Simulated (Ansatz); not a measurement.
Given:

NaCl:
```cif
data_Cl2Na2
_chemical_formula_sum 'Na2 Cl2'
_space_group_name_H-M_alt 'P63/mmc'
_space_group_IT_number 194
_space_group_name_Hall '-P 6c 2c'
_cell_length_a 3.85714
_cell_length_b 3.85714
_cell_length_c 6.98530
_cell_angle_alpha 90.000
_cell_angle_beta 90.000
_cell_angle_gamma 120.000
loop_
_atom_site_label
_atom_site_type_symbol
_atom_site_symmetry_multiplicity
_atom_site_Wyckoff_symbol
_atom_site_fract_x
_atom_site_fract_y
_atom_site_fract_z
_atom_site_occupancy
Na1 Na 2 d 0.66667 0.33333 0.25000 1
Cl1 Cl 2 a 0.00000 0.00000 0.00000 1
```

This is the PBEsol-relaxed structure.

### Question
All from DFT-PBEsol in the program Ansatz with PAW potentials, unless another level is named. Estimate the electron effective mass.

### Answer
0.39 mₑ (isotropic).

### Question
Predict the HSE06 gap on the PBEsol cell.

### Answer
5.87 eV.

### Question
What about the hole effective mass?

### Answer
0.50, 15, 15 mₑ (principal values).

### Question
What about the band gap?

### Answer
4.38 eV (indirect).

### Question
And the smallest direct gap on the standard path?

### Answer
4.56 eV.

### Question
Give the conduction-band minimum.

### Answer
at Γ.

Space group P6_3/mmc (NiAs type). The workflow started from a Materials Project entry (that database holds measured and hypothetical structures alike); the Crystallography Open Database copy checked does not list it. It is not the phase usual at ambient conditions (space group No. 225). Symmetry was held in the PBEsol relaxation; phonons on a q-mesh show no instability.

Potentials: the later of the program's two PAW sets.
